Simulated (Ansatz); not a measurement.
Cs2HgF4 in space group I4/mmm (No. 139; Cs on 4e, Hg on 2a, F on 4e, F on 4c), the program Ansatz at the r²SCAN level (PAW). The conduction-band minimum lies at Γ, with 1 equivalent valley. Second derivatives d²E/dk² of the lowest band at one valley (eV·Å²), along Cartesian directions:

```tsv
direction	d²E/dk²
[100]	13.00
[010]	13.00
[001]	11.02
[110]	13.00
[101]	12.01
[011]	12.01
```

Problem. Find the principal effective masses, the density-of-states mass and the conductivity mass.

Solution. Off-diagonal terms follow from H_xy = H[110] − (H_xx + H_yy)/2, and m*/mₑ = 7.620 eV·Å² over each eigenvalue: 0.59, 0.59, 0.69. One valley's DOS mass (m₁m₂m₃)^(1/3) = 0.62, conductivity mass 3/(Σ 1/mᵢ) = 0.62 mₑ.

Problem. What effective density of states Nc follows at 300 K for parabolic valleys?

Solution. Nc = 2.509e19 × 1 × (0.62)^(3/2) ≈ 1.2e19 cm⁻³.

The first step of the workflow began from a Materials Project structure, measured or hypothetical; the Crystallography Open Database copy checked does not list it. Its standing as an ambient phase is unchecked. The cell was relaxed with r²SCAN under the symmetry of its start; its stability against distortions is not shown here. Scalar-relativistic: spin–orbit coupling is off unless named, which matters more the heavier the elements.

Potentials: the later of the program's two PAW sets.

Edges and masses are those of Kohn–Sham bands, whose gap is no quasiparticle gap.
